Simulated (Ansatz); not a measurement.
B in space group Pm-3m (No. 221; B on 6f) under volume change, plane-wave PAW PBE (Ansatz code), shape and atoms relaxed at each volume.

```json
[
 {"V (Å³/atom)": "10.896", "E − E(relaxed) (meV/atom)": "43.8", "P (GPa)": "13.95"},
 {"V (Å³/atom)": "11.255", "E − E(relaxed) (meV/atom)": "___", "P (GPa)": "___"},
 {"V (Å³/atom)": "11.614", "E − E(relaxed) (meV/atom)": "4.4", "P (GPa)": "4.04"},
 {"V (Å³/atom)": "11.974", "E − E(relaxed) (meV/atom)": "0.0", "P (GPa)": "-0.01"},
 {"V (Å³/atom)": "12.333", "E − E(relaxed) (meV/atom)": "4.1", "P (GPa)": "-3.55"},
 {"V (Å³/atom)": "12.692", "E − E(relaxed) (meV/atom)": "___", "P (GPa)": "___"},
 {"V (Å³/atom)": "13.051", "E − E(relaxed) (meV/atom)": "33.6", "P (GPa)": "-9.37"}
]
```

Problem. Fill in the missing entries.

Solution. 
- 12.692, E − E(relaxed) (meV/atom): 15.6
- 12.692, P (GPa): -6.66
- 11.255, E − E(relaxed) (meV/atom): 18.6
- 11.255, P (GPa): 8.67

Problem. What does a third-order Birch–Murnaghan fit give for V₀, B₀ and B′?

Solution. V₀ = 11.97 Å³/atom, B₀ = 126 GPa, B′ = 3.4.

The start of the workflow was typed in or built on a structure type; neither database checked (COD, Materials Project) lists it. It is not the phase usual at ambient conditions (space group No. 166). Symmetry was held in the PBE relaxation; its stability against distortions is not shown here.

Potentials: the earlier of the program's two PAW sets.
